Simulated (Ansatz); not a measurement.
A geometry of ScF₃ away from equilibrium: the start of the relaxation of a generated cell, ScF3 built in the AFLOW prototype A3B_hP8_194_h_c (D0_19, as in Ni3Sn). Computed with PBE (plane waves to 420 eV, PAW, scalar-relativistic; Ansatz, a first-principles code). Γ-centred k-mesh 5×5×5 on the run's cell (coarser than for final values), Fermi–Dirac smearing 0.05 eV.

```xyz
8
Lattice="5.7411 0.0000 0.0000 -2.8705 4.9719 0.0000 0.0000 0.0000 4.6048" Properties=species:S:1:pos:R:3:forces:R:3 pbc="T T T" free_energy=-9123.166 pressure_GPa=-24.3
F      2.8705     3.3729     1.1512    0.0000   -1.9948    0.0000
F     -1.4858     4.1724     3.4536    1.7276   -0.9974    0.0000
F      1.3847     0.7995     1.1512    1.7276    0.9974    0.0000
F      0.0000     1.5990     3.4536    0.0000    1.9948    0.0000
F      4.3563     0.7995     1.1512   -1.7276    0.9974    0.0000
F      1.4858     4.1724     3.4536   -1.7276   -0.9974    0.0000
Sc     0.0000     3.3146     1.1512    0.0000    0.0000    0.0000
Sc     2.8705     1.6573     3.4536    0.0000    0.0000    0.0000
```

Positions in Å, forces in eV/Å, free energy of the cell in eV (comparable only within this code, potentials and settings). Largest force: 1.99 eV/Å, on F1, F2, F3, F4, F5, F6 (atoms numbered as listed); the geometry lies 1.45 eV/atom above the end of its relaxation.

No spin polarisation in the result. Without a van der Waals term the distances between weakly bound units are poorly fixed.

The run could not lose the symmetry of its start.

The first start was generated by placing the elements on the sites of a structure type. A measured structure of ScF3 has the same space group, P6₃/mmc (No. 194); the sites were not compared with it.
